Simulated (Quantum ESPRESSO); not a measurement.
# Zr2Ir3AgTi2: finding a planted mistake in a log

A calculation, not a measurement. The program is pw.x of Quantum ESPRESSO 7.5 (plane-wave density functional theory). The cell is made up: eight metal atoms on a hexagonal close-packed lattice, with elements, volume, strain and displacements drawn at random and not relaxed, so it may be unstable or far from any real phase. PseudoDojo standard norm-conserving files set the functional (PBE unless stated); there is no spin polarisation or spin-orbit coupling, the Fermi-Dirac width of 0.25 eV means electrons at about 2900 K, and the masses in the input are unused placeholders. Heavy elements are run without spin-orbit coupling, which real alloys of them have. A spin test at this wide smearing found no moment, but such smearing suppresses magnetism that the real alloy may have.

Intended input:

```
&control calculation='scf', pseudo_dir='./dojo.nc.sr.pbe.v0_5.standard.upf', outdir='./o', disk_io='minimal', tprnfor=.true., tstress=.true. /
&system ibrav=0, nat=8, ntyp=4, nbnd=76, ecutwfc=84.00895049, nosym=.true., tot_charge=0,
 occupations='smearing', smearing='fd', degauss=0.0183746611
/
&electrons conv_thr=1.470e-08, electron_maxstep=70, mixing_beta=0.5 /
ATOMIC_SPECIES
Ag 1.0 Ag.upf
Ir 1.0 Ir.upf
Ti 1.0 Ti.upf
Zr 1.0 Zr.upf
CELL_PARAMETERS angstrom
-2.9838 -0.0153 0.0266
0.0266 5.0637 0.0481
1.5652 -2.6146 -9.6125
ATOMIC_POSITIONS angstrom
Zr 0.0354 -0.0458 0.015
Ir 0.0785 1.563 -2.4728
Zr 0.0388 -0.0558 -4.8142
Ir 0.0992 1.618 -7.1256
Ag -1.4975 2.5447 0.0677
Ti -1.4257 4.2596 -2.362
Ir -1.4211 2.4775 -4.711
Ti -1.4569 -1.0152 -7.1706
K_POINTS automatic
8 5 3 1 1 1
```

The log is shortened where brackets say so; the opening notice, blank lines, dates and the lines on written files are dropped, and the path of the files is cut. It prints rydbergs, bohrs and kilobars, and counts compression as positive stress. Its total energy is the free energy E - TS of the whole cell.

Log of the intended run:

```
     Program PWSCF v.7.5
     Parallel version (MPI & OpenMP), running on       4 processor cores
     Number of MPI processes:                 4
     Threads/MPI process:                     1
     [start-up lines left out]
     bravais-lattice index     =            0
     lattice parameter (alat)  =       5.6389  a.u.
     unit-cell volume          =     976.0989 (a.u.)^3
     number of atoms/cell      =            8
     number of atomic types    =            4
     number of electrons       =       118.00
     number of Kohn-Sham states=           76
     kinetic-energy cutoff     =      84.0090  Ry
     charge density cutoff     =     336.0358  Ry
     scf convergence threshold =      1.5E-08
     mixing beta               =       0.5000
     number of iterations used =            8  plain     mixing
     Exchange-correlation= PBE
                           (   1   4   3   4   0   0   0)
     [axes and pseudopotential details left out]
   Cartesian axes
     site n.     atom                  positions (alat units)
         1        Zr     tau(   1) = (   0.0118634  -0.0153487   0.0050269  )
         2        Ir     tau(   2) = (   0.0263073   0.5238010  -0.8286980  )
         3        Zr     tau(   3) = (   0.0130029  -0.0187000  -1.6133606  )
         4        Ir     tau(   4) = (   0.0332444   0.5422329  -2.3879694  )
         5        Ag     tau(   5) = (  -0.5018503   0.8527936   0.0226880  )
         6        Ti     tau(   6) = (  -0.4777883   1.4275001  -0.7915662  )
         7        Ir     tau(   7) = (  -0.4762467   0.8302731  -1.5787757  )
         8        Ti     tau(   8) = (  -0.4882442  -0.3402193  -2.4030501  )
     number of k points=    60  Fermi-Dirac smearing, width (Ry)=  0.0184
                       cart. coord. in units 2pi/alat
        k(    1) = (  -0.0635099   0.0600068  -0.0784006), wk =   0.0333333
        k(    2) = (  -0.0616473   0.0580232   0.1293921), wk =   0.0333333
     [further k points left out]
     Dense  grid:   101599 G-vectors     FFT dimensions: (  36,  60, 120)
     Estimated max dynamical RAM per process >     415.14 MB
     Estimated total dynamical RAM >       1.55 GB
     Initial potential from superposition of free atoms
     starting charge     117.9912, renormalised to     118.0000
     Starting wfcs are   80 randomized atomic wfcs
     total cpu time spent up to now is        7.6 secs
     per-process dynamical memory:   326.1 Mb
     Self-consistent Calculation
     iteration #  1     ecut=    84.01 Ry     beta= 0.50
     Davidson diagonalization with overlap
     ethr =  1.00E-02,  avg # of iterations =  3.0
     total cpu time spent up to now is       27.4 secs
     total energy              =   -1439.81526251 Ry
     estimated scf accuracy    <       2.05549076 Ry
     iteration #  2     ecut=    84.01 Ry     beta= 0.50
     Davidson diagonalization with overlap
     ethr =  1.74E-03,  avg # of iterations =  4.2
     total cpu time spent up to now is       49.5 secs
     total energy              =   -1437.01619152 Ry
     estimated scf accuracy    <      71.54006629 Ry
     [iterations 3 to 18 left out]
     iteration # 19     ecut=    84.01 Ry     beta= 0.50
     Davidson diagonalization with overlap
     ethr =  3.23E-10,  avg # of iterations =  4.2
     total cpu time spent up to now is      330.0 secs
     total energy              =   -1441.08882055 Ry
     estimated scf accuracy    <       0.00000012 Ry
     iteration # 20     ecut=    84.01 Ry     beta= 0.50
     Davidson diagonalization with overlap
     ethr =  1.03E-10,  avg # of iterations =  2.3
     total cpu time spent up to now is      344.8 secs
     End of self-consistent calculation
     [lines on levels left out]
!    total energy              =   -1441.08882055 Ry
     estimated scf accuracy    <       0.00000001 Ry
     smearing contrib. (-TS)   =      -0.13736784 Ry
     internal energy E=F+TS    =   -1440.95145271 Ry
     The total energy is F=E-TS. E is the sum of the following terms:
     one-electron contribution =    -432.57494718 Ry
     hartree contribution      =     272.66103181 Ry
     xc contribution           =    -252.13944388 Ry
     ewald contribution        =   -1028.89809346 Ry
     convergence has been achieved in  20 iterations
     Forces acting on atoms (cartesian axes, Ry/au):
     atom    1 type  4   force =    -0.00527683    0.01238941    0.02053066
     atom    2 type  2   force =     0.00197975   -0.00126558   -0.00269746
     atom    3 type  4   force =    -0.00057734    0.01214292   -0.00604929
     atom    4 type  2   force =    -0.00011998    0.00134801    0.01218534
     atom    5 type  1   force =     0.00310531   -0.01787184   -0.01513320
     atom    6 type  3   force =     0.00102584   -0.02016879    0.00026003
     atom    7 type  2   force =    -0.00147921    0.01571408   -0.00251016
     atom    8 type  3   force =     0.00134247   -0.00228822   -0.00658592
     Total force =     0.047140     Total SCF correction =     0.000380
     Computing stress (Cartesian axis) and pressure
          total   stress  (Ry/bohr**3)                   (kbar)     P=      -79.06
  -0.00040353  -0.00001923   0.00001716          -59.36       -2.83        2.53
  -0.00001923  -0.00085004   0.00009285           -2.83     -125.05       13.66
   0.00001716   0.00009285  -0.00035880            2.53       13.66      -52.78
     init_run     :      6.59s CPU      6.93s WALL (       1 calls)
     electrons    :    329.97s CPU    337.25s WALL (       1 calls)
     forces       :      2.61s CPU      2.61s WALL (       1 calls)
     stress       :      9.05s CPU      9.05s WALL (       1 calls)
     [timing details left out]
     PWSCF        :   5m48.92s CPU   5m56.57s WALL
     JOB DONE.
```

A second run was made from an input with one planted mistake. Its log:

```
     Program PWSCF v.7.5
     Parallel version (MPI & OpenMP), running on       4 processor cores
     Number of MPI processes:                 4
     Threads/MPI process:                     1
     [start-up lines left out]
     bravais-lattice index     =            0
     lattice parameter (alat)  =       5.6389  a.u.
     unit-cell volume          =     976.0989 (a.u.)^3
     number of atoms/cell      =            8
     number of atomic types    =            4
     number of electrons       =       118.00
     number of Kohn-Sham states=           76
     kinetic-energy cutoff     =      84.0090  Ry
     charge density cutoff     =     336.0358  Ry
     scf convergence threshold =      1.5E-08
     mixing beta               =       0.5000
     number of iterations used =            8  plain     mixing
     Exchange-correlation= PBE
                           (   1   4   3   4   0   0   0)
     [axes and pseudopotential details left out]
   Cartesian axes
     site n.     atom                  positions (alat units)
         1        Zr     tau(   1) = (   0.0118634  -0.0153487   0.0050269  )
         2        Ir     tau(   2) = (   0.0263073   0.5238010  -0.8286980  )
         3        Zr     tau(   3) = (   0.0130029  -0.0187000  -1.6133606  )
         4        Ir     tau(   4) = (   0.0332444   0.5422329  -2.3879694  )
         5        Ag     tau(   5) = (  -0.5018503   0.8527936   0.0226880  )
         6        Ir     tau(   6) = (  -0.4777883   1.4275001  -0.7915662  )
         7        Ti     tau(   7) = (  -0.4762467   0.8302731  -1.5787757  )
         8        Ti     tau(   8) = (  -0.4882442  -0.3402193  -2.4030501  )
     number of k points=    60  Fermi-Dirac smearing, width (Ry)=  0.0184
                       cart. coord. in units 2pi/alat
        k(    1) = (  -0.0635099   0.0600068  -0.0784006), wk =   0.0333333
        k(    2) = (  -0.0616473   0.0580232   0.1293921), wk =   0.0333333
     [further k points left out]
     Dense  grid:   101599 G-vectors     FFT dimensions: (  36,  60, 120)
     Estimated max dynamical RAM per process >     415.14 MB
     Estimated total dynamical RAM >       1.55 GB
     Initial potential from superposition of free atoms
     starting charge     117.9912, renormalised to     118.0000
     Starting wfcs are   80 randomized atomic wfcs
     total cpu time spent up to now is        7.5 secs
     per-process dynamical memory:   334.9 Mb
     Self-consistent Calculation
     iteration #  1     ecut=    84.01 Ry     beta= 0.50
     Davidson diagonalization with overlap
     ethr =  1.00E-02,  avg # of iterations =  3.0
     total cpu time spent up to now is       27.5 secs
     total energy              =   -1438.61298790 Ry
     estimated scf accuracy    <       3.73229082 Ry
     iteration #  2     ecut=    84.01 Ry     beta= 0.50
     Davidson diagonalization with overlap
     ethr =  3.16E-03,  avg # of iterations =  5.5
     total cpu time spent up to now is       51.9 secs
     total energy              =   -1434.76299341 Ry
     estimated scf accuracy    <     124.99987568 Ry
     [iterations 3 to 17 left out]
     iteration # 18     ecut=    84.01 Ry     beta= 0.50
     Davidson diagonalization with overlap
     ethr =  2.67E-10,  avg # of iterations =  2.0
     total cpu time spent up to now is      351.8 secs
     total energy              =   -1441.08237955 Ry
     estimated scf accuracy    <       0.00000016 Ry
     iteration # 19     ecut=    84.01 Ry     beta= 0.50
     Davidson diagonalization with overlap
     ethr =  1.32E-10,  avg # of iterations =  1.1
     total cpu time spent up to now is      366.8 secs
     End of self-consistent calculation
     [lines on levels left out]
!    total energy              =   -1441.08237956 Ry
     estimated scf accuracy    <          8.9E-09 Ry
     smearing contrib. (-TS)   =      -0.13639762 Ry
     internal energy E=F+TS    =   -1440.94598194 Ry
     The total energy is F=E-TS. E is the sum of the following terms:
     one-electron contribution =    -443.49465078 Ry
     hartree contribution      =     278.13436238 Ry
     xc contribution           =    -252.13881721 Ry
     ewald contribution        =   -1023.44687633 Ry
     convergence has been achieved in  19 iterations
     Forces acting on atoms (cartesian axes, Ry/au):
     atom    1 type  4   force =    -0.00482480   -0.00789618   -0.02903547
     atom    2 type  2   force =    -0.00311341    0.03314709   -0.01509448
     atom    3 type  4   force =    -0.00114695    0.00851954    0.04192545
     atom    4 type  2   force =     0.00208057    0.00941493    0.01208376
     atom    5 type  1   force =     0.00449608   -0.01911213   -0.01520906
     atom    6 type  2   force =     0.00299029   -0.02104108    0.00029019
     atom    7 type  3   force =    -0.00152542   -0.01107944    0.02565376
     atom    8 type  3   force =     0.00104363    0.00804727   -0.02061417
     Total force =     0.081720     Total SCF correction =     0.000294
     Computing stress (Cartesian axis) and pressure
          total   stress  (Ry/bohr**3)                   (kbar)     P=      -81.04
  -0.00048383  -0.00004692   0.00000617          -71.17       -6.90        0.91
  -0.00004692  -0.00042643   0.00008028           -6.90      -62.73       11.81
   0.00000617   0.00008028  -0.00074237            0.91       11.81     -109.21
     init_run     :      7.15s CPU      7.39s WALL (       1 calls)
     electrons    :    351.48s CPU    359.33s WALL (       1 calls)
     forces       :      2.85s CPU      2.87s WALL (       1 calls)
     stress       :     10.96s CPU     10.97s WALL (       1 calls)
     [timing details left out]
     PWSCF        :   6m12.58s CPU   6m20.78s WALL
     JOB DONE.
```

Question: the log repeats what the program read. Compare it with the intended run: what was wrong in the second input?

Answer: two atoms have their elements exchanged. The input lines that differ:

```
- Ti -1.4257 4.2596 -2.362
- Ir -1.4211 2.4775 -4.711
+ Ir -1.4257 4.2596 -2.362
+ Ti -1.4211 2.4775 -4.711
```

|  | intended run | run with the mistake |
| --- | --- | --- |
| free energy (eV) | -19607.012 | -19606.925 |
| entropy term -TS, part of it (eV) | -1.869 | -1.856 |
| pressure (GPa) | -7.91 | -8.10 |
| size of the largest force component (eV/Å) | 0.528 | 1.078 |
| largest change of a force component (eV/Å) |  | 1.274 |
| iterations | 20 | 19 |

For scale, a rerun of the intended cell at a higher cutoff and on a denser mesh moved values by no more than 0.004 eV in energy, 0.09 GPa in stress and 0.006 eV/Å in force, and a second program with other atomic files agreed on that cell to 2 % rms in force and 0.5 GPa in pressure.